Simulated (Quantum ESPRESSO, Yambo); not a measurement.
For K₂CO₃ (space group C2/c, No. 15), Yambo gives the independent-particle static dielectric constant along x as 2.74 on PBEsol bands and 2.41 after a scissor of 2.67 eV widens every gap (4×4×2 mesh, 148 bands, 3 Ry local-field block, 0.2 eV broadening). Axes are Cartesian, with cell vectors (Å) (2.80, -5.01, 0.00), (2.80, 5.01, 0.00), (-1.28, 0.00, 6.58).

A scissor keeps the position matrix elements. In a one-oscillator model, how does ε − 1 scale, and what mean transition energy do the two values imply?

Each transition adds |r|²/E to ε − 1, so ε − 1 ∝ 1/(E0 + Δ). Then (2.41 − 1)/(2.74 − 1) = E0/(E0 + Δ) = 0.810, and E0 = Δ(ε' − 1)/(ε − ε') = 11.4 eV. The computed Im ε, weighted by 1/E up to 20 eV, has its mean at 10.9 eV; the smallest direct PBEsol gap is 4.01 eV. The scissor comes from a G0W0 run whose convergence isn't established. Convergence of the RPA response with its 4×4×2 mesh was not tested.

Bands from Quantum ESPRESSO.

Geometry of the Materials Project entry, not relaxed at this level; primitive cell a = b = 5.742 Å, c = 6.706 Å, α = β = 95.34°, γ = 121.68°.
